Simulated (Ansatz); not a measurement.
Q: Each is relaxed and computed with the program Ansatz at the PBEsol level (PAW). Which is the only metal?
A) AlInN2, chalcopyrite
B) Cs2KInF6, Fm-3m (K on 4b, Cs on 8c, In on 4a, F on 24e)
C) In2Si2O7, C2/m (Pearson symbol mS22)
D) InMo3C, anti-perovskite

A: D, InMo3C, anti-perovskite. InMo3C: metal; In2Si2O7: gap 2.87 eV (direct); Cs2KInF6: gap 5.67 eV (indirect); AlInN2: gap 1.37 eV (direct). Typed or built starts, not in the databases checked: InMo3C, anti-perovskite. Standing as an ambient phase not checked: In2Si2O7, C2/m (Pearson symbol mS22); Cs2KInF6, Fm-3m (K on 4b, Cs on 8c, In on 4a, F on 24e); AlInN2, chalcopyrite. All cells were relaxed under the symmetry of their starts (and spin orders); stability against distortions was not tested throughout. Rows with no word on spin ran without spin polarisation. Spin–orbit coupling is left out wherever it is not named.

Potentials: the later of the program's two PAW sets.
